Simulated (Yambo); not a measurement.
G0W0@PBEsol for HgO (space group P3_221, No. 154) in Yambo. Reference settings: 3×3×1 Γ-centred k mesh, bands 13 to 174 and a 7 Ry block in the screening, 174 bands in G with the Bruneval-Gonze terminator, plasmon pole fitted at 27.2 eV. The PBEsol gap Γ → Γ on this mesh is 1.49 eV; G0W0 gaps are taken between the same points.

The settings were changed. The gap went from 2.56 eV to 2.61 eV, and the shift of the valence edge from -0.31 eV to 0.08 eV.

**Question.** What was changed between the two runs?
A) no terminator
B) 119 bands in G, no terminator
C) 79 bands in W, 79 bands in G
D) 93 bands in W

**Answer.** B, 119 bands in G, no terminator. The others gave (gap, valence shift): 93 bands in W: 2.57, -0.21 eV; no terminator: 2.60, -0.09 eV; 79 bands in W, 79 bands in G: 2.59, -0.16 eV.

Spin-orbit coupling is not included.

Geometry relaxed with PBE+D3(BJ); primitive cell a = b = 3.6537 Å, c = 8.8353 Å, α = β = 90.00°, γ = 120.00°.

The structure is a Materials Project entry; no match was found in the copy of COD used, and its stability was not checked.

A shift is the quasiparticle energy of the state minus its PBEsol energy.
